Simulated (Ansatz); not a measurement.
BaHfO₃:
```xyz
5
Lattice="4.1581 0.0000 0.0000 0.0000 4.1581 0.0000 0.0000 0.0000 4.1581" Properties=species:S:1:pos:R:3 pbc="T T T"
Ba     0.0000     0.0000     0.0000
Hf     2.0790     2.0790     2.0790
O      0.0000     2.0790     2.0790
O      2.0790     2.0790     0.0000
O      2.0790     0.0000     2.0790
```

x, y and z are the axes in which the lattice vectors are written.

### Question
Give the high-frequency dielectric tensor and the Born effective charge tensors of the independent atoms from DFPT, PBEsol (plane waves, PAW; program Ansatz).

### Answer

ε∞:
```
4.76  0.00  0.00
0.00  4.76  0.00
0.00  0.00  4.76
```
Z* of atom 1 (Ba), rows: field, columns: displacement, in e:
```
2.77  0.00  0.00
0.00  2.77  0.00
0.00  0.00  2.77
```
Z* of atom 2 (Hf), rows: field, columns: displacement, in e:
```
5.85  0.00  0.00
0.00  5.85  0.00
0.00  0.00  5.85
```
Z* of atom 3 (O), rows: field, columns: displacement, in e:
```
-4.60   0.00   0.00
 0.00  -2.01   0.00
 0.00   0.00  -2.01
```

Space group Pm-3m (cubic perovskite). The cell was relaxed with PBEsol under the symmetry of its start. The run is not spin-polarised. Scalar-relativistic: spin–orbit coupling is off unless named, which matters more the heavier the elements.

Potentials: the earlier of the program's two PAW sets. The files were generated under PBE; for other functionals the program regenerates the frozen cores, and for LDA and PBEsol the local potential too.
